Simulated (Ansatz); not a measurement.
La$_{2}$O$_{3}$ (La2O3 or Ni2Al3 type, space group No. 164) at seven volumes, DFT-PBEsol in the program Ansatz with PAW potentials, shape and atoms relaxed at each. One row is withheld.

```
V (Å³/atom)  P (GPa)
-----------  -------
14.526         12.98
15.005          8.05
15.483          3.75
15.962          0.00
16.441             ?
16.920         -6.13
17.399         -8.59
```

### Question
Fit the shown pressures and predict the withheld one.

### Answer
P = (3/2)B₀(x^(7/2) − x^(5/2))[1 + (3/4)(B′ − 4)(x − 1)] with x = (V₀/V)^(2/3). Least squares on the six rows gives V₀ = 15.962 Å³/atom, B₀ = 116 GPa, B′ = 3.57. At V = 16.441, x = 0.9805 and P = -3.25 GPa. The run itself gave -3.28 GPa.

Space group P-3m1 (La2O3 or Ni2Al3 type). The PBEsol relaxation kept the symmetry of its start. Spin–orbit coupling is left out wherever it is not named.

Potentials: the later of the program's two PAW sets.
